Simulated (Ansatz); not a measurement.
What does Ansatz print for the nuclei with this input?

The cell is a structure deposited in the COD whose atoms were relaxed with PBE, the cell held.

```yaml
crystal:
  lattice:
    - [4.8738, 0.0, 0.0]
    - [0.0, 4.8738, 0.0]
    - [0.0, 0.0, 3.3107]
  atoms:
    - { symbol: Mn, position: [0.0, 0.0, 0.0], spin: 5.0 }
    - { symbol: Mn, position: [0.5, 0.5, 0.5], spin: -5.0 }
    - { symbol: F, position: [0.3044139736, 0.3044139736, 0.0] }
    - { symbol: F, position: [0.1955860264, 0.8044139736, 0.5] }
    - { symbol: F, position: [0.6955860264, 0.6955860264, 0.0] }
    - { symbol: F, position: [0.8044139736, 0.1955860264, 0.5] }
magnetization:
  spin_polarized: true
kpoints:
  mp_grid: { grid: [5, 5, 7] }
scf:
  occupations: { method: fermi_dirac, width: 0.02 }
hamiltonian:
  xc: pbe
  pseudopotentials: { kind: paw }
  hubbard: [{ species: Mn, l: d, u_eff: 2.9 }]
output:
  forces: true
  stress: true
  populations: true
  efg: { quadrupole_moments_barn: { Mn: 0.33 }, contact_densities: true }
```

```sh
ansatz run input.yaml --threads 1 --pin off --max-ram 3072MiB --backend cpu --events-out ev --progress --plain --runs-dir out
```

Of the output, the block on the nuclei alone is shown; the set-up, the SCF iterations, energies, forces and stress are cut.

```
--- PAW observables at the nuclei: V_zz in 10²¹ V/m², potentials from the cell's mean, atoms counted from 1 ---
  atom   1  Mn V_zz =    +2.574708   η = 0.0235   by run symmetry: allowed   C_q = +20.5445 MHz
            electrostatic potential = -3026.159008 V   contact ρ = 87773.748271 e/Å³   contact ρ_s (e/Å³): all electrons -5.277130, valence +4.579970
  atom   2  Mn V_zz =    +2.574694   η = 0.0235   by run symmetry: allowed   C_q = +20.5444 MHz
            electrostatic potential = -3026.159027 V   contact ρ = 87773.748282 e/Å³   contact ρ_s (e/Å³): all electrons +5.277129, valence -4.579971
  atom   3  F  V_zz =    -6.183950   η = 0.3879   by run symmetry: allowed
            electrostatic potential = -737.107293 V   contact ρ = 3127.019684 e/Å³   contact ρ_s (e/Å³): all electrons -0.363617, valence -0.420867
  atom   4  F  V_zz =    -6.183946   η = 0.3879   by run symmetry: allowed
            electrostatic potential = -737.107402 V   contact ρ = 3127.019692 e/Å³   contact ρ_s (e/Å³): all electrons +0.363617, valence +0.420867
  atom   5  F  V_zz =    -6.183950   η = 0.3879   by run symmetry: allowed
            electrostatic potential = -737.107293 V   contact ρ = 3127.019684 e/Å³   contact ρ_s (e/Å³): all electrons -0.363617, valence -0.420867
  atom   6  F  V_zz =    -6.183946   η = 0.3879   by run symmetry: allowed
            electrostatic potential = -737.107402 V   contact ρ = 3127.019692 e/Å³   contact ρ_s (e/Å³): all electrons +0.363617, valence +0.420867
```

Hardware: 1 thread of Arm Neoverse V2 (aarch64; 8 cores open to the job, memory cap 3.0 GiB, no GPU), a shared host with a load of 0.9 a core. Wall time 28 s, CPU time 28 s, peak memory 0.56 GiB.

At this cell the principal stresses reach 5 GPa in size with PBE+U, which can matter for small gradients. The magnetic order is the one that the run reached from its start moments, not necessarily the measured one.
